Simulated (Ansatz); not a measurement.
## ZnS with Cu replacing Zn: gradients before and after relaxing the atoms

Start: a supercell of ZnS (space group P6_3mc) built from a COD entry, with all atoms left at the host's positions.

Space group P31m (No. 157); a = 6.6211, c = 12.5200 Å, γ = 120.00°.

```csv
site,Wyckoff,site symmetry,x,y,z
Zn1,3c,..m,0.6667,0.6667,0.0000
Zn4,3c,..m,0.6667,0.6667,0.5000
Cu,1a,3.m,0.0000,0.0000,0.2500
Zn8,2b,3..,0.3333,0.6667,0.2500
Zn10,3c,..m,0.0000,0.6667,0.7500
S13,3c,..m,0.6667,0.6667,0.1875
S16,3c,..m,0.6667,0.6667,0.6875
S19,1a,3.m,0.0000,0.0000,0.4375
S20,2b,3..,0.3333,0.6667,0.4375
S22,3c,..m,0.0000,0.6667,0.9375
```

One atom of each set is listed.

The numbers come from a DFT calculation in Ansatz (PBE, plane waves and PAW, scalar-relativistic, 420 eV cutoff, Γ-centred 3×3×2 k-points, Fermi–Dirac smearing 0.01 eV, cell charge -1).

The largest force at the start is 0.56 eV/Å. Relaxing the ions at fixed cell moves them by 0.072 Å at most (atom 1, Zn) and 0.040 Å rms.

| site | moved (Å) | first shell before | first shell after | V_zz before (10²¹ V/m²) | η before |
| --- | --- | --- | --- | --- | --- |
| Zn1 | 0.072 | 4 S at 2.34–2.35 Å | 4 S at 2.30–2.37 Å | -1.26 | 0.16 |
| Zn4 | 0.048 | 4 S at 2.34–2.35 Å | 4 S at 2.31–2.38 Å | -1.14 | 0.88 |
| Cu | 0.010 | 4 S at 2.34–2.35 Å | 4 S at 2.30–2.32 Å | 0.98 | 0.00 |
| Zn8 | 0.065 | 4 S at 2.34–2.35 Å | 4 S at 2.33–2.40 Å | 1.49 | 0.00 |
| Zn10 | 0.017 | 4 S at 2.34–2.35 Å | 4 S at 2.34–2.35 Å | -0.47 | 0.23 |
| S13 | 0.035 | 3 Zn at 2.34–2.35 Å, 1 Cu at 2.34 Å | 3 Zn at 2.30–2.33 Å, 1 Cu at 2.30 Å | -3.55 | 0.80 |
| S16 | 0.011 | 4 Zn at 2.34–2.35 Å | 4 Zn at 2.35–2.38 Å | -0.87 | 0.00 |
| S19 | 0.035 | 3 Zn at 2.34 Å, 1 Cu at 2.35 Å | 3 Zn at 2.31 Å, 1 Cu at 2.32 Å | -3.33 | 0.00 |
| S20 | 0.012 | 4 Zn at 2.34–2.35 Å | 4 Zn at 2.35–2.40 Å | -0.46 | 0.00 |
| S22 | 0.007 | 4 Zn at 2.34–2.35 Å | 4 Zn at 2.34–2.37 Å | 0.49 | 0.43 |

Question: How do the gradients change?

Answer: 

```csv
site,V_zz after,η after,change of V_zz
Zn1,-2.46,0.13,-1.20
Zn4,-1.75,0.87,-0.61
Cu,0.63,0.00,-0.35
Zn8,2.60,0.00,+1.11
Zn10,-0.69,0.10,-0.22
S13,-3.10,0.45,+0.45
S16,-0.51,0.10,+0.36
S19,-3.15,0.00,+0.18
S20,-0.76,0.00,-0.30
S22,1.02,0.23,+0.53
```

The largest change of V_zz is on Zn1, from -1.26 to -2.46. In per cent, |V_zz| changes by +54 to +95 on Zn, -36 on Cu, -42 to -5 on S (all sites that start above 0.5). Where |V_zz| stays above 0.1 and the axes keep their order, η moves most on S13, from 0.80 to 0.45. On Zn10 V_xx and V_yy change places (or their axes turn by over 50°), so the two values of η hide a larger change.

The defect repeats with the cell of 24 atoms, so it feels its images: sites between two images don't show the values beside a lone defect, and zeros or small values of η there can come from the images' arrangement. S and Zn carry a gradient in the pure host already, so the values there aren't the defect's effect alone. A uniform background compensates the cell's charge.
Before: With a gap of 0.8 eV on this mesh, small gradients can still move by 0.1 × 10²¹ V/m² or more as the k-mesh gets denser. The neighbours have not yet relaxed around the defect (largest force 0.56 eV/Å), so a real crystal will differ.
After: The relaxation keeps the site symmetry 3m of the start, so the impurity can move only along its axis; a start off the site could end lower.
